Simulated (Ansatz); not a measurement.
# Data sheet: Y$_{2}$AlSi$_{2}$ (DFT)

Y2AlSi2:
```cif
data_AlSi2Y2
_chemical_formula_sum 'Si2 Y2 Al1'
_space_group_name_H-M_alt 'P 1'
_space_group_IT_number 1
_cell_length_a 5.60838
_cell_length_b 5.60838
_cell_length_c 5.60838
_cell_angle_alpha 137.381
_cell_angle_beta 118.833
_cell_angle_gamma 77.400
loop_
_space_group_symop_operation_xyz
  'x, y, z'
loop_
_atom_site_label
_atom_site_type_symbol
_atom_site_fract_x
_atom_site_fract_y
_atom_site_fract_z
_atom_site_occupancy
Si1 Si 0.28986 0.50000 0.78986 1
Si2 Si 0.71014 0.50000 0.21014 1
Y1 Y 0.28941 0.78941 0.50000 1
Y2 Y 0.71059 0.21059 0.50000 1
Al1 Al 0.00000 0.00000 0.00000 1
```

Space group Immm (No. 71); conventional cell a = 4.076 Å, b = 5.707 Å, c = 8.754 Å, α = β = γ = 90.00°.

Method: plane-wave PAW r²SCAN (Ansatz code). The cell and atoms are relaxed at this level. Other levels are named where they apply.

### Cell and energy

```
Quantity                                                       Value
-----------------------------------------------------  -------------
Volume per atom                                             20.36 Å³
Density                                                   4.26 g/cm³
Formation energy from the elements (no fitted shifts)  -0.79 eV/atom
```

### Electronic structure

```
Property                                                                     Value
------------------------------------  --------------------------------------------
Electronic character                                             metallic (no gap)
Density of states at the Fermi level  0.48 states/eV per atom (mean over ±0.08 eV)
```

### Charges

```
Quantity                               Value
-------------  -----------------------------
Bader charges  Si -1.87, Y +1.52, Al +0.69 e
```

The workflow started from an entry of the Crystallography Open Database (COD). Whether it is the stable phase at ambient conditions was not checked. Symmetry was held in the r²SCAN relaxation; whether a distortion lowers the energy is not shown. No spin polarisation was allowed. The references are the lowest solids computed at this level, not always the standard phases. Scalar-relativistic: spin–orbit coupling is off unless named, which matters more the heavier the elements.

Potentials: the later of the program's two PAW sets.
